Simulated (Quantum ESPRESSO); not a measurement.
Kohn-Sham bands of Li$_{3}$BrO (anti-perovskite)

```
CELL_PARAMETERS angstrom
      3.94864     0.00000     0.00000
      0.00000     3.94864     0.00000
      0.00000     0.00000     3.94864
ATOMIC_POSITIONS crystal
  Li 0.50000 0.00000 0.00000
  Li 0.00000 0.50000 0.00000
  Li 0.00000 0.00000 0.50000
  Br 0.50000 0.50000 0.50000
  O  0.00000 0.00000 0.00000
```

Materials Project entry mp-28593; symmetrised, unrelaxed at this level. COD (Crystallography Open Database) has an entry of this formula and space group (matched by these alone). Level: PBEsol, spinors with spin-orbit coupling; pw.x of Quantum ESPRESSO at 68 Ry with PseudoDojo potentials, 6×6×6 k-points, Wannier90. Density: 8×8×8 mesh, Gaussian smearing 0.01 Ry.

Energies are relative to the valence-band maximum; weights are on the orthonormalised atomic waves of the pseudopotential files, averaged over the group. 22 electrons a cell are treated as valence.

| bands | from (eV) | to (eV) | filling | weight on atomic waves |
|---|---|---|---|---|
| 1–6 | -43.11 | -43.05 | filled | (withheld) |
| 7–8 | -15.22 | -14.86 | filled | (withheld) |
| 9–10 | -14.64 | -14.27 | filled | (withheld) |
| 11–16 | -4.30 | -1.89 | filled | (withheld) |
| 17–22 | -1.27 | 0.00 | filled | (withheld) |

Q: Which atomic shells make up each group?

A: 
- 1–6, weight on atomic waves: Li 1s 98 %
- 7–8, weight on atomic waves: O 2s 76 %, Li 2s 15 %, Br 4s 8 %
- 9–10, weight on atomic waves: Br 4s 82 %, O 2s 13 %, Li 2s 5 %
- 11–16, weight on atomic waves: Br 4p 83 %, O 2p 9 %, Li 2s 6 %
- 17–22, weight on atomic waves: O 2p 82 %, Br 4p 11 %

The Kohn-Sham gap over both meshes and the path is 4.29 eV.
